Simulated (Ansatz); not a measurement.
## YBRh₃: computed properties

The calculation used DFT r2SCAN, scalar-relativistic, plane waves, PAW in Ansatz.

Cutoff 500 eV; k points 8×8×8 on the computed 5-atom cell (Γ-centred); Gaussian smearing, width 0.10 eV; no spin polarisation.

The structure is relaxed at this level of theory with its symmetry kept. Whether it is the stable form of this composition wasn't checked.

The structure is cubic, space group Pm-3m (No. 221). The conventional cell has a = 4.175 Å, b = 4.175 Å, c = 4.175 Å, α = 90.00°, β = 90.00°, γ = 90.00°. Y (site symmetry m-3m) has 12 Rh at 2.95 Å as nearest neighbours. B (site symmetry m-3m) has 6 Rh at 2.09 Å as nearest neighbours. Rh (site symmetry 4/mmm) has 2 B at 2.09 Å as nearest neighbours.

```json
{
 "Volume per atom": "14.56 Å³",
 "Generalised Kohn–Sham band gap": "none (metal)",
 "Density of states at the Fermi level": "3.95 states/eV per cell",
 "Löwdin character within 0.5 eV of the Fermi level": "Rh 4d 90 %",
 "Bulk modulus": "196 GPa",
 "Its pressure derivative": "4.5",
 "Bader charges (e)": "Y (1 in the cell) 1.76, B (1 in the cell) -0.07, Rh (3 in the cell) -0.56"
}
```

Cost: 9 runs of about 4 core-minutes in all, on Arm Neoverse V1 (shared hosts).